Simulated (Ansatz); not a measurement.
Ansatz input

```yaml
crystal:
  lattice:
    - [0.0, 2.3682248402, 2.3682248402]
    - [2.3682248402, 0.0, 2.3682248402]
    - [2.3682248402, 2.3682248402, 0.0]
  atoms:
    - { symbol: Cr, position: [0.0, 0.0, 0.0], spin: 1.5 }
    - { symbol: Cr, position: [0.5, 0.5, 0.5], spin: -1.5 }
hamiltonian:
  xc: pbesol
  pseudopotentials:
    kind: paw
    azcp:
      Cr: "pseudopotentials/Cr.paw.azcp"
basis:
  ecutwfc: 420
  fft_grid_basis: typed
kpoints:
  mp_grid: { grid: [13, 13, 13], shift: [0, 0, 0] }
magnetization:
  spin_polarized: true
scf:
  occupations: { method: fermi_dirac, width: 0.05 }
  lower_state_search: "off"
output:
  stress: true
  write_density: true
  write_potential: true
  elf: true
  volumetric_format: npy
```

and its output:

```
Warning: the record states the generating functional pbe (its physics header spells it `PBE`), which answers neither for hamiltonian.xc's functional nor for the pbesol family's — results may be inconsistent (PPs are generated against a specific XC)
Engine: ansatz 0.2.0, aarch64-unknown-linux-gnu
Pseudopotentials: kind: paw
Pseudopotential: Cr, paw, valence charge 14, recommended cutoff 420 eV (normal) 
Functional definition: PBEsol
  exchange = pbesol_x
  correlation = pbesol_c
Crystal: 2 atoms, lattice volume = 26.564 Å³
Basis set: ecut = 420 eV, 531 PW (Γ)
Bands: 20, of which v1, the nominal top of the filled ones, is band 14 counted from 1 (13 counted from 0)
Symmetry: 48 space group operations
Space group: Fm-3m (ITA 225), of the structure as read, at distance tolerance 3.0e-5 Å
Magnetic group: BNS 225.121 (UNI 1623), of the structure as read, at distance tolerance 3.0e-5 Å
k-points: 84 of 2197
Non-local potential: Cr, projectors of the file, l = 0: 3, l = 1: 2, l = 2: 3, l = 3: 1
PAW form: soft (Blöchl's): semilocal exchange-correlation on the pseudo side does not see the compensation charge
PAW frozen core: Cr, regenerated for the run's functional, and the local potential with it (the file was generated under x = pbe(κ = 0.804, μ = 0.2195149727645171), c = pbe(β = 0.06672455060314922))
PAW one-centre angular grid: Cr, 590 points (default); XC on 64 Gauss nodes
Initial density: superposition of atomic densities (chi_scale 0.1, normalization cell)
Starting moments: Σ|m| = 3 μB on 2 of 2 sites
Starting magnetic order: antiferromagnet; a translation exchanges its spin sublattices: spin-degenerate at every k-point
Initial wavefunctions: pseudopotential atomic-orbital guess
Functional: x = pbesol(κ = 0.804, μ = 0.12345679012345678), c = pbesol(β = 0.046)
SCF iter   1: F=—  HF=-6698.408547 eV  |F-HF|=—  |Δ(HF+E_count)|=         —  Δρ=1.15e-1 (↑1.15e-1 ↓1.15e-1)  dr2=8.57e0  dr2_m=8.68e-1  M=0.000 μB ∫|m|=1.821 μB  β_m=0.30  ethr=3.10e-3  ⟨swp⟩=3.5  Hψ=6089  notcnv=0
spin=Collinear: Kerker preconditioning applied to the charge; magnetization (m = ρ↑ − ρ↓) channel mixes plain (no charge-response kernel on spin).
SCF iter   2: F=—  HF=-6696.706568 eV  |F-HF|=—  |Δ(HF+E_count)|=    1.70e0  Δρ=5.78e-2 (↑5.78e-2 ↓5.78e-2)  dr2=2.19e0  dr2_m=2.51e-1  M=0.000 μB ∫|m|=2.014 μB  β_m=0.30  ethr=3.10e-3  ⟨swp⟩=2.1  Hψ=3700  notcnv=0  defer=35
SCF iter   3: F=—  HF=-6696.187852 eV  |F-HF|=—  |Δ(HF+E_count)|=   5.19e-1  Δρ=1.84e-2 (↑1.84e-2 ↓1.84e-2)  dr2=9.30e-2  dr2_m=2.87e-2  M=0.000 μB ∫|m|=2.261 μB  β_m=0.30  ethr=3.10e-3  ⟨swp⟩=3.0  Hψ=3545  notcnv=0  defer=30
SCF iter   4: F=—  HF=-6696.158983 eV  |F-HF|=—  |Δ(HF+E_count)|=   2.89e-2  Δρ=1.04e-2 (↑1.04e-2 ↓1.04e-2)  dr2=8.56e-3  dr2_m=2.43e-2  M=0.000 μB ∫|m|=2.228 μB  β_m=0.30  ethr=3.32e-4  ⟨swp⟩=2.7  Hψ=3886  notcnv=0  defer=22
SCF iter   5: F=—  HF=-6696.160063 eV  |F-HF|=—  |Δ(HF+E_count)|=   1.08e-3  Δρ=6.59e-3 (↑6.59e-3 ↓6.59e-3)  dr2=3.00e-3  dr2_m=9.35e-3  M=0.000 μB ∫|m|=2.257 μB  β_m=1.00  ethr=3.06e-5  ⟨swp⟩=2.0  Hψ=3232  notcnv=0  defer=22
SCF iter   6: F=—  HF=-6696.166381 eV  |F-HF|=—  |Δ(HF+E_count)|=   6.32e-3  Δρ=1.25e-3 (↑1.25e-3 ↓1.25e-3)  dr2=7.24e-5  dr2_m=3.50e-4  M=0.000 μB ∫|m|=2.293 μB  β_m=1.00  ethr=1.07e-5  ⟨swp⟩=2.0  Hψ=3165  notcnv=0  defer=22
SCF iter   7: F=—  HF=-6696.165236 eV  |F-HF|=—  |Δ(HF+E_count)|=   1.14e-3  Δρ=6.75e-4 (↑6.75e-4 ↓6.75e-4)  dr2=7.47e-5  dr2_m=7.52e-5  M=0.000 μB ∫|m|=2.307 μB  β_m=1.00  ethr=2.59e-7  ⟨swp⟩=2.0  Hψ=2858  notcnv=0  defer=22
SCF iter   8: F=—  HF=-6696.165419 eV  |F-HF|=—  |Δ(HF+E_count)|=   1.83e-4  Δρ=2.66e-4 (↑2.66e-4 ↓2.66e-4)  dr2=3.30e-5  dr2_m=6.02e-6  M=0.000 μB ∫|m|=2.311 μB  β_m=0.30  ethr=2.59e-7  ⟨swp⟩=2.0  Hψ=2931  notcnv=0  defer=22
Mixer restart at iter 8: flushing history
spin-set hold released at iteration 8 (site moments contracting): the magnetisation degrees of freedom join the quasi-Newton model from the next iteration; the mixer history was flushed
SCF iter   9: F=—  HF=-6696.165431 eV  |F-HF|=—  |Δ(HF+E_count)|=   1.19e-5  Δρ=2.46e-4 (↑2.46e-4 ↓2.46e-4)  dr2=3.15e-5  dr2_m=4.45e-6  M=0.000 μB ∫|m|=2.309 μB  β_m=0.65  ethr=1.18e-7  ⟨swp⟩=2.0  Hψ=1959  notcnv=0  defer=22
SCF iter  10: F=—  HF=-6696.165500 eV  |F-HF|=—  |Δ(HF+E_count)|=   6.91e-5  Δρ=2.51e-4 (↑2.51e-4 ↓2.51e-4)  dr2=3.51e-6  dr2_m=1.39e-5  M=0.000 μB ∫|m|=2.303 μB  β_m=0.82  ethr=1.12e-7  ⟨swp⟩=2.0  Hψ=2858  notcnv=0  defer=22
SCF iter  11: F=—  HF=-6696.165511 eV  |F-HF|=—  |Δ(HF+E_count)|=   1.07e-5  Δρ=2.45e-4 (↑2.45e-4 ↓2.45e-4)  dr2=1.85e-6  dr2_m=1.39e-5  M=0.000 μB ∫|m|=2.299 μB  β_m=0.91  ethr=1.25e-8  ⟨swp⟩=2.0  Hψ=2713  notcnv=0  defer=22
SCF iter  12: F=—  HF=-6696.165523 eV  |F-HF|=—  |Δ(HF+E_count)|=   1.21e-5  Δρ=1.87e-4 (↑1.87e-4 ↓1.87e-4)  dr2=1.16e-6  dr2_m=8.09e-6  M=0.000 μB ∫|m|=2.287 μB  β_m=0.96  ethr=6.62e-9  ⟨swp⟩=2.3  Hψ=2906  notcnv=0  defer=22
SCF iter  13: F=—  HF=-6696.165536 eV  |F-HF|=—  |Δ(HF+E_count)|=   1.32e-5  Δρ=1.92e-4 (↑1.92e-4 ↓1.92e-4)  dr2=5.18e-6  dr2_m=7.34e-6  M=0.000 μB ∫|m|=2.274 μB  β_m=0.09  ethr=4.13e-9  ⟨swp⟩=3.0  Hψ=3149  notcnv=0  defer=22
SCF iter  14: F=—  HF=-6696.165540 eV  |F-HF|=—  |Δ(HF+E_count)|=   4.29e-6  Δρ=1.32e-4 (↑1.32e-4 ↓1.32e-4)  dr2=1.97e-7  dr2_m=4.14e-6  M=0.000 μB ∫|m|=2.268 μB  β_m=0.37  ethr=4.13e-9  ⟨swp⟩=2.1  Hψ=2856  notcnv=0  defer=22
SCF iter  15: F=—  HF=-6696.165552 eV  |F-HF|=—  |Δ(HF+E_count)|=   1.18e-5  Δρ=9.11e-5 (↑9.11e-5 ↓9.11e-5)  dr2=5.84e-7  dr2_m=1.84e-6  M=0.000 μB ∫|m|=2.243 μB  β_m=0.87  ethr=3.57e-10  ⟨swp⟩=10.8  Hψ=12280  notcnv=0
SCF iter  16: F=—  HF=-6696.165560 eV  |F-HF|=—  |Δ(HF+E_count)|=   7.76e-6  Δρ=3.76e-5 (↑3.76e-5 ↓3.76e-5)  dr2=6.05e-7  dr2_m=7.20e-8  M=0.000 μB ∫|m|=2.212 μB  β_m=0.93  ethr=7.03e-10  ⟨swp⟩=3.0  Hψ=3396  notcnv=0
iter 17 did not close the SCF: its close was put off for a magnetic moment that had not settled (scf_convergence_deferred on its scf_iter line)
SCF iter  17: F=-6696.165560 eV  HF=-6696.165560 eV  |F-HF|=9.34e-9  |Δ(HF+E_count)|=   3.46e-7  Δρ=9.95e-6 (↑9.95e-6 ↓9.95e-6)  dr2=2.70e-8  dr2_m=1.28e-8  M=0.000 μB ∫|m|=2.210 μB  β_m=0.97  ethr=3.57e-10  ⟨swp⟩=5.5  Hψ=9028  notcnv=0
SCF iter  18: F=-6696.165560 eV  HF=-6696.165560 eV  |F-HF|=2.73e-12  |Δ(HF+E_count)|=   6.18e-8  Δρ=1.15e-6 (↑1.15e-6 ↓1.15e-6)  dr2=5.61e-10  dr2_m=1.91e-10  M=0.000 μB ∫|m|=2.207 μB  ethr=9.64e-11  ⟨swp⟩=5.0  Hψ=8555  notcnv=0
SCF 1 converged in 18 iterations: F = -6696.165560 eV  dr2 = 5.61e-10
SCF converged after 18 iterations
Magnetization: 0.0000 μB (14.0000 up, 14.0000 down)
Absolute magnetization: 2.2073 μB (∫|ρ↑−ρ↓|, with the PAW one-centre terms)
Spin contamination: 0.5311 ħ² per cell (⟨S²⟩ above its minimum at these occupations)
Per-site moments (μB) at R_I (Å): [(1.018716419845819, 0.9768927465825), (-1.018716419845819, 0.9768927465825)]
Free energy (F): -6696.165560 eV
Harris-Foulkes:  -6696.165560 eV  (|F-HF|=2.73e-12)
Internal energy: -6696.138053 eV  (E = F + TS)
E sigma→0 (E₀):  -6696.151807 eV
Entropy (-TS):   -0.027507 eV (-13.753 meV/atom)
Fermi energy:    16.371378 eV
--- Per-component energies (eV) ---
  E_band       = -362.765567
  E_kinetic    = 687.908656
  E_local      = -2731.320366  (includes V_loc(G=0)·N_el)
  E_nonlocal   = 166.601406
  E_hartree    = 1176.774457
  E_xc         = -275.960942
  E_vxc        = -353.506236  (∫ρ·V_xc dr)
  E_paw        = -2339.114301  (= ΣΔE_a)
  E_vpaw       = -485.999183  (= ΣTr[D̂ρ^β])
  E_aug_tail   = 0.000584  (compensation charges beyond the density's cutoff)
  E_ewald      = -3381.347547
  E_core_change = 0.319999  (= ΣΔE_core)
  E_smearing   = -0.027507  (= −TS)
  E_closure    = -0.000000  (closes the sum)
  Σ components = -6696.165560   (vs F -6696.165560, Δ=0.00e0)
--- Stress (GPa, compression-positive) ---
      -10.139739      -0.000000       0.000000
        0.000000     -10.139739      -0.000000
        0.000000       0.000000     -10.139739
  P = ⅓ Tr σ = -10.1397 GPa (-101.397 kbar)
--- Band table (eV; the first three rows and the last of 168) ---
  k-point 0 ↑: bands = ["-55.3230", "-54.1275", "-26.8531", "-26.8531", "-26.8531", "-25.5584", "-25.5584", "-25.5584", "9.1411", "13.4167", "13.4167", "13.6249", "13.6249", "13.6249", "18.9075", "18.9075", "18.9075", "20.2529", "20.2529", "27.4862"]
  k-point 1 ↑: bands = ["-55.3207", "-54.1294", "-26.8509", "-26.8489", "-26.8489", "-25.5671", "-25.5646", "-25.5646", "9.2792", "13.4798", "13.4798", "13.6051", "13.7003", "13.7003", "18.8321", "18.8534", "18.8534", "20.0887", "20.0887", "27.5368"]
  k-point 2 ↑: bands = ["-55.3142", "-54.1348", "-26.8448", "-26.8371", "-26.8371", "-25.5915", "-25.5822", "-25.5822", "9.6845", "13.5571", "13.6667", "13.6667", "13.9222", "13.9222", "18.6227", "18.6890", "18.6890", "19.6374", "19.6374", "26.5147"]
  k-point 83 ↓: bands = ["-55.2794", "-54.1599", "-26.9803", "-26.9753", "-26.7854", "-25.6823", "-25.5049", "-25.5020", "13.1513", "13.4396", "14.1080", "14.5042", "15.7570", "16.5912", "16.6420", "17.6583", "18.0009", "18.2569", "19.4246", "20.2393"]
```

Command:

```sh
ansatz run input.yaml --threads 2 --pin off --max-ram 5120MiB --backend cpu --events-out ev --progress --plain --runs-dir out
```

On 2 threads of Arm Neoverse V2 (shared host) this took about 2.7 s of wall time and 5.1 s of CPU time.
